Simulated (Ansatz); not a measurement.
Data:

Cd3As2:
```
Cd3As2
1.0
    6.33243     0.00000     0.00000
    0.00000     6.33243     0.00000
    0.00000     0.00000     6.33243
Cd As
6 4
Direct
  0.50000   0.00000   0.50000
  0.50000   0.00000   0.00000
  0.50000   0.50000   0.00000
  0.00000   0.50000   0.00000
  0.00000   0.50000   0.50000
  0.00000   0.00000   0.50000
  0.25000   0.75000   0.75000
  0.75000   0.75000   0.25000
  0.75000   0.25000   0.75000
  0.25000   0.25000   0.25000
```

This is the PBEsol-relaxed structure.

Problem. All from PBEsol in the plane-wave PAW code Ansatz, unless another level is named. Give the density of states at the Fermi level.

Solution. 0.13 states/eV per atom (mean over ±0.08 eV).

Problem. And the formation energy from the elements (no fitted shifts)?

Solution. 0.11 eV/atom.

Problem. And the gap with spin–orbit coupling?

Solution. none (metallic).

Space group Pn-3m. The workflow started from a Materials Project entry (that database holds measured and hypothetical structures alike); the Crystallography Open Database copy checked does not list it. COD files the formula under space group No. 142, so this cell is another polymorph or a model. Its standing as an ambient phase is unchecked. The cell was relaxed with PBEsol under the symmetry of its start; of distortions, only those at the zone centre were tested, and some modes there are weakly imaginary. The references are the lowest solids computed at this level, not always the standard phases. Spin–orbit coupling is left out wherever it is not named.

Potentials: the later of the program's two PAW sets.
